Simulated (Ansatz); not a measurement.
Ga₄SbN₃ as one 8-atom ordering (Amm2) on the zincblende lattice: a relaxation of cell and atoms in the plane-wave code Ansatz (PBE). The start is a rough guess from atomic radii.

```yaml
crystal:
  lattice:
    - [3.2848882196, 0.0, 0.0]
    - [0.0, 3.2848882196, 4.645533471]
    - [0.0, -3.2848882196, 4.645533471]
  atoms:
    - { symbol: "N", position: [0.0, 0.0, 0.0] }
    - { symbol: "N", position: [0.5, 0.0, 0.5] }
    - { symbol: "N", position: [0.5, 0.5, 0.0] }
    - { symbol: Sb, position: [0.0, 0.5, 0.5] }
    - { symbol: Ga, position: [0.5, 0.875, 0.875] }
    - { symbol: Ga, position: [0.0, 0.875, 0.375] }
    - { symbol: Ga, position: [0.0, 0.375, 0.875] }
    - { symbol: Ga, position: [0.5, 0.375, 0.375] }
kpoints:
  mp_grid: { grid: [8, 4, 4] }
hamiltonian:
  xc: pbe
scf:
  occupations: { method: fermi_dirac, width: 0.02 }
relax:
  f_tol: 0.005
  cell: {}
```

Of the 27 recorded frames of the trajectory, 18 are shown, each with fractional positions and then forces in eV/Å along x, y and z. Some frames, the last among them, repeat a geometry solved again on a basis re-selected at its cell; pressure is positive in compression.

Step 1: energy 0.0 meV/atom from step 1, largest force component 15.638 eV/Å, pressure +61.25 GPa; a = 3.285 Å, b = 5.690 Å, c = 5.690 Å, α = 70.53°, β = 90.00°, γ = 90.00°
```
N  0.0000 0.0000 0.0000     0.000   0.000   0.193
N  0.5000 0.0000 0.5000     0.000   0.229   0.054
N  0.5000 0.5000 0.0000     0.000  -0.229   0.054
Sb 0.0000 0.5000 0.5000     0.000   0.000  -0.306
Ga 0.5000 0.8750 0.8750     0.000   0.000   0.036
Ga 0.0000 0.8750 0.3750     0.000  11.052   7.803
Ga 0.0000 0.3750 0.8750     0.000 -11.052   7.803
Ga 0.5000 0.3750 0.3750     0.000   0.000 -15.638
```

Step 2: energy -877.8 meV/atom from step 1, largest force component 6.544 eV/Å, pressure +27.01 GPa; a = 3.375 Å, b = 5.830 Å, c = 5.830 Å, α = 70.56°, β = 90.00°, γ = 90.00°
```
N  0.0000 0.9992 0.9992     0.000   0.000   0.223
N  0.5000 0.9983 0.5017     0.000   0.190  -0.060
N  0.5000 0.5017 0.9983     0.000  -0.190  -0.060
Sb 0.0000 0.5005 0.5005     0.000   0.000   1.725
Ga 0.5000 0.8753 0.8753     0.000   0.000   0.127
Ga 0.0000 0.9066 0.3643     0.000   3.350   2.294
Ga 0.0000 0.3643 0.9066     0.000  -3.350   2.294
Ga 0.5000 0.3540 0.3540     0.000   0.000  -6.544
```

Step 3: energy -1134.6 meV/atom from step 1, largest force component 2.035 eV/Å, pressure +8.85 GPa; a = 3.355 Å, b = 6.086 Å, c = 6.086 Å, α = 69.96°, β = 90.00°, γ = 90.00°
```
N  0.0000 0.0015 0.0015     0.000   0.000   0.003
N  0.5000 0.9999 0.5022     0.000   0.225  -0.212
N  0.5000 0.5022 0.9999     0.000  -0.225  -0.212
Sb 0.0000 0.5069 0.5069     0.000   0.000   0.422
Ga 0.5000 0.8737 0.8737     0.000   0.000   0.463
Ga 0.0000 0.9204 0.3563     0.000   1.185   0.785
Ga 0.0000 0.3563 0.9204     0.000  -1.185   0.785
Ga 0.5000 0.3390 0.3390     0.000   0.000  -2.035
```

Step 4: energy -1176.7 meV/atom from step 1, largest force component 0.507 eV/Å, pressure +2.37 GPa; a = 3.362 Å, b = 6.196 Å, c = 6.196 Å, α = 70.21°, β = 90.00°, γ = 90.00°
```
N  0.0000 0.0026 0.0026     0.000   0.000  -0.065
N  0.5000 0.0009 0.5007     0.000   0.255  -0.256
N  0.5000 0.5007 0.0009     0.000  -0.255  -0.256
Sb 0.0000 0.5102 0.5102     0.000   0.000   0.010
Ga 0.5000 0.8745 0.8745     0.000   0.000   0.459
Ga 0.0000 0.9278 0.3516     0.000   0.341   0.308
Ga 0.0000 0.3516 0.9278     0.000  -0.341   0.308
Ga 0.5000 0.3317 0.3317     0.000   0.000  -0.507
```

Step 5: energy -1186.0 meV/atom from step 1, largest force component 0.436 eV/Å, pressure +0.39 GPa; a = 3.363 Å, b = 6.250 Å, c = 6.250 Å, α = 71.80°, β = 90.00°, γ = 90.00°
```
N  0.0000 0.0023 0.0023     0.000   0.000   0.067
N  0.5000 0.0060 0.4882     0.000   0.224  -0.108
N  0.5000 0.4882 0.0060     0.000  -0.224  -0.108
Sb 0.0000 0.5133 0.5133     0.000   0.000   0.169
Ga 0.5000 0.8848 0.8848     0.000   0.000  -0.436
Ga 0.0000 0.9316 0.3451     0.000  -0.187   0.316
Ga 0.0000 0.3451 0.9316     0.000   0.187   0.316
Ga 0.5000 0.3286 0.3286     0.000   0.000  -0.215
```

Step 6: energy -1188.7 meV/atom from step 1, largest force component 0.237 eV/Å, pressure -0.38 GPa; a = 3.341 Å, b = 6.312 Å, c = 6.312 Å, α = 71.74°, β = 90.00°, γ = 90.00°
```
N  0.0000 0.0011 0.0011     0.000   0.000   0.100
N  0.5000 0.0132 0.4787     0.000  -0.119  -0.064
N  0.5000 0.4787 0.0132     0.000   0.119  -0.064
Sb 0.0000 0.5173 0.5173     0.000   0.000   0.121
Ga 0.5000 0.8798 0.8798     0.000   0.000   0.213
Ga 0.0000 0.9351 0.3458     0.000   0.056  -0.237
Ga 0.0000 0.3458 0.9351     0.000  -0.056  -0.237
Ga 0.5000 0.3290 0.3290     0.000   0.000   0.167
```

Q: How does the relaxation go on, and where does it end?

A: The middle of the trajectory is left out here.
Step 7: energy -1189.8 meV/atom from step 1, largest force component 0.071 eV/Å, pressure -0.07 GPa; a = 3.334 Å, b = 6.313 Å, c = 6.313 Å, α = 71.50°, β = 90.00°, γ = 90.00°
```
N  0.0000 0.0020 0.0020     0.000   0.000   0.050
N  0.5000 0.0113 0.4798     0.000   0.008  -0.007
N  0.5000 0.4798 0.0113     0.000  -0.008  -0.007
Sb 0.0000 0.5169 0.5169     0.000   0.000   0.066
Ga 0.5000 0.8817 0.8817     0.000   0.000   0.028
Ga 0.0000 0.9343 0.3448     0.000   0.009  -0.071
Ga 0.0000 0.3448 0.9343     0.000  -0.009  -0.071
Ga 0.5000 0.3291 0.3291     0.000   0.000   0.011
```

Step 8: energy -1190.0 meV/atom from step 1, largest force component 0.043 eV/Å, pressure -0.03 GPa; a = 3.323 Å, b = 6.323 Å, c = 6.323 Å, α = 71.65°, β = 90.00°, γ = 90.00°
```
N  0.0000 0.0019 0.0019     0.000   0.000   0.042
N  0.5000 0.0124 0.4780     0.000   0.043  -0.005
N  0.5000 0.4780 0.0124     0.000  -0.043  -0.005
Sb 0.0000 0.5186 0.5186     0.000   0.000   0.012
Ga 0.5000 0.8816 0.8816     0.000   0.000   0.000
Ga 0.0000 0.9347 0.3431     0.000   0.013  -0.011
Ga 0.0000 0.3431 0.9347     0.000  -0.013  -0.011
Ga 0.5000 0.3296 0.3296     0.000   0.000  -0.021
```

Step 9: energy -1190.1 meV/atom from step 1, largest force component 0.039 eV/Å, pressure +0.10 GPa; a = 3.311 Å, b = 6.339 Å, c = 6.339 Å, α = 71.75°, β = 90.00°, γ = 90.00°
```
N  0.0000 0.0020 0.0020     0.000   0.000   0.030
N  0.5000 0.0144 0.4749     0.000   0.039  -0.005
N  0.5000 0.4749 0.0144     0.000  -0.039  -0.005
Sb 0.0000 0.5204 0.5204     0.000   0.000  -0.020
Ga 0.5000 0.8817 0.8817     0.000   0.000  -0.009
Ga 0.0000 0.9355 0.3412     0.000   0.006   0.006
Ga 0.0000 0.3412 0.9355     0.000  -0.006   0.006
Ga 0.5000 0.3301 0.3301     0.000   0.000  -0.005
```

Step 19: energy -1221.9 meV/atom from step 1, largest force component 0.093 eV/Å, pressure -0.27 GPa; a = 3.275 Å, b = 6.520 Å, c = 6.520 Å, α = 72.83°, β = 90.00°, γ = 90.00°
```
N  0.0000 0.0051 0.0051     0.000   0.000   0.015
N  0.5000 0.0244 0.4545     0.000   0.030   0.009
N  0.5000 0.4545 0.0244     0.000  -0.030   0.009
Sb 0.0000 0.5258 0.5258     0.000   0.000  -0.014
Ga 0.5000 0.8877 0.8877     0.000   0.000   0.093
Ga 0.0000 0.9369 0.3364     0.000   0.062  -0.036
Ga 0.0000 0.3364 0.9369     0.000  -0.062  -0.036
Ga 0.5000 0.3292 0.3292     0.000   0.000  -0.042
```

Step 20 (rejected): energy -1220.6 meV/atom from step 1, largest force component 0.340 eV/Å, pressure +0.35 GPa; a = 3.256 Å, b = 6.543 Å, c = 6.543 Å, α = 73.45°, β = 90.00°, γ = 90.00°
```
N  0.0000 0.0060 0.0060     0.000   0.000   0.038
N  0.5000 0.0266 0.4494     0.000   0.016  -0.080
N  0.5000 0.4494 0.0266     0.000  -0.016  -0.080
Sb 0.0000 0.5277 0.5277     0.000   0.000  -0.076
Ga 0.5000 0.8929 0.8929     0.000   0.000  -0.340
Ga 0.0000 0.9365 0.3323     0.000  -0.117   0.265
Ga 0.0000 0.3323 0.9365     0.000   0.117   0.265
Ga 0.5000 0.3286 0.3286     0.000   0.000   0.008
```

Step 21: energy -1222.1 meV/atom from step 1, largest force component 0.018 eV/Å, pressure +0.02 GPa; a = 3.261 Å, b = 6.537 Å, c = 6.537 Å, α = 73.06°, β = 90.00°, γ = 90.00°
```
N  0.0000 0.0058 0.0058     0.000   0.000  -0.007
N  0.5000 0.0257 0.4518     0.000  -0.005   0.006
N  0.5000 0.4518 0.0257     0.000   0.005   0.006
Sb 0.0000 0.5263 0.5263     0.000   0.000   0.006
Ga 0.5000 0.8893 0.8893     0.000   0.000   0.018
Ga 0.0000 0.9371 0.3352     0.000   0.003  -0.012
Ga 0.0000 0.3352 0.9371     0.000  -0.003  -0.012
Ga 0.5000 0.3288 0.3288     0.000   0.000  -0.004
```

Step 22: energy -1222.1 meV/atom from step 1, largest force component 0.013 eV/Å, pressure -0.01 GPa; a = 3.262 Å, b = 6.538 Å, c = 6.538 Å, α = 72.99°, β = 90.00°, γ = 90.00°
```
N  0.0000 0.0059 0.0059     0.000   0.000   0.001
N  0.5000 0.0254 0.4520     0.000   0.005   0.002
N  0.5000 0.4520 0.0254     0.000  -0.005   0.002
Sb 0.0000 0.5261 0.5261     0.000   0.000  -0.013
Ga 0.5000 0.8897 0.8897     0.000   0.000  -0.006
Ga 0.0000 0.9370 0.3352     0.000  -0.004   0.003
Ga 0.0000 0.3352 0.9370     0.000   0.004   0.003
Ga 0.5000 0.3286 0.3286     0.000   0.000   0.007
```

Step 23: energy -1222.1 meV/atom from step 1, largest force component 0.011 eV/Å, pressure -0.01 GPa; a = 3.262 Å, b = 6.539 Å, c = 6.539 Å, α = 72.98°, β = 90.00°, γ = 90.00°
```
N  0.0000 0.0059 0.0059     0.000   0.000  -0.002
N  0.5000 0.0255 0.4520     0.000   0.001   0.001
N  0.5000 0.4520 0.0255     0.000  -0.001   0.001
Sb 0.0000 0.5260 0.5260     0.000   0.000  -0.003
Ga 0.5000 0.8897 0.8897     0.000   0.000   0.001
Ga 0.0000 0.9368 0.3354     0.000   0.011   0.006
Ga 0.0000 0.3354 0.9368     0.000  -0.011   0.006
Ga 0.5000 0.3286 0.3286     0.000   0.000  -0.010
```

Step 24: energy -1222.1 meV/atom from step 1, largest force component 0.002 eV/Å, pressure 0.00 GPa; a = 3.262 Å, b = 6.539 Å, c = 6.539 Å, α = 72.97°, β = 90.00°, γ = 90.00°
```
N  0.0000 0.0059 0.0059     0.000   0.000   0.000
N  0.5000 0.0255 0.4520     0.000  -0.001  -0.001
N  0.5000 0.4520 0.0255     0.000   0.001  -0.001
Sb 0.0000 0.5260 0.5260     0.000   0.000   0.002
Ga 0.5000 0.8897 0.8897     0.000   0.000   0.000
Ga 0.0000 0.9369 0.3354     0.000  -0.001   0.000
Ga 0.0000 0.3354 0.9369     0.000   0.001   0.000
Ga 0.5000 0.3286 0.3286     0.000   0.000   0.000
```

Step 25: energy -1224.0 meV/atom from step 1, largest force component 0.002 eV/Å, pressure +0.02 GPa; a = 3.262 Å, b = 6.539 Å, c = 6.539 Å, α = 72.97°, β = 90.00°, γ = 90.00°
```
N  0.0000 0.0059 0.0059     0.000   0.000   0.000
N  0.5000 0.0255 0.4520     0.000  -0.002  -0.002
N  0.5000 0.4520 0.0255     0.000   0.002  -0.002
Sb 0.0000 0.5260 0.5260     0.000   0.000   0.002
Ga 0.5000 0.8897 0.8897     0.000   0.000   0.000
Ga 0.0000 0.9369 0.3354     0.000  -0.001   0.000
Ga 0.0000 0.3354 0.9369     0.000   0.001   0.000
Ga 0.5000 0.3286 0.3286     0.000   0.000   0.002
```

Step 26: energy -1224.0 meV/atom from step 1, largest force component 0.002 eV/Å, pressure +0.01 GPa; a = 3.260 Å, b = 6.542 Å, c = 6.542 Å, α = 73.06°, β = 90.00°, γ = 90.00°
```
N  0.0000 0.0059 0.0059     0.000   0.000  -0.002
N  0.5000 0.0258 0.4515     0.000  -0.002  -0.001
N  0.5000 0.4515 0.0258     0.000   0.002  -0.001
Sb 0.0000 0.5263 0.5263     0.000   0.000  -0.002
Ga 0.5000 0.8897 0.8897     0.000   0.000   0.000
Ga 0.0000 0.9370 0.3351     0.000  -0.001   0.002
Ga 0.0000 0.3351 0.9370     0.000   0.001   0.002
Ga 0.5000 0.3287 0.3287     0.000   0.000   0.002
```

Step 27: energy -1224.0 meV/atom from step 1, largest force component 0.002 eV/Å, pressure +0.01 GPa; a = 3.260 Å, b = 6.542 Å, c = 6.542 Å, α = 73.06°, β = 90.00°, γ = 90.00°
```
N  0.0000 0.0059 0.0059     0.000   0.000  -0.002
N  0.5000 0.0258 0.4515     0.000  -0.002  -0.001
N  0.5000 0.4515 0.0258     0.000   0.002  -0.001
Sb 0.0000 0.5263 0.5263     0.000   0.000  -0.002
Ga 0.5000 0.8897 0.8897     0.000   0.000   0.000
Ga 0.0000 0.9370 0.3351     0.000  -0.001   0.002
Ga 0.0000 0.3351 0.9370     0.000   0.001   0.002
Ga 0.5000 0.3287 0.3287     0.000   0.000   0.002
```

In 24 steps the volume changed by +33.1 %; between the first SCF and the last, each on a basis chosen for its cell, the energy fell by 1224 meV an atom. Final cell: it is orthorhombic, Amm2 (No. 38); conventional cell a = 3.260 Å, b = 7.788 Å, c = 10.514 Å, 16.68 Å³ an atom. N is surrounded by 4 Ga at 2.04–2.07 Å; N is surrounded by 3 Ga at 1.91–1.96 Å; Sb is surrounded by 4 Ga at 2.61–2.64 Å and 2 Sb at 3.26 Å; Ga is surrounded by 2 N at 2.04 Å; Ga is surrounded by 3 N at 1.96–2.07 Å and 1 Sb at 2.61 Å; Ga is surrounded by 2 N at 1.91 Å and 2 Sb at 2.64 Å.

Run as `ansatz run input.yaml --threads 4 --pin off --max-ram 6451MiB --backend cpu --events-out ev --progress --plain --runs-dir out`. It took 2.6 min on 4 threads of Arm Neoverse V1 (shared host); peak host memory 0.55 GiB.

The structure was generated, not taken from experiment, and needn't be the ground state; spin polarisation is off.
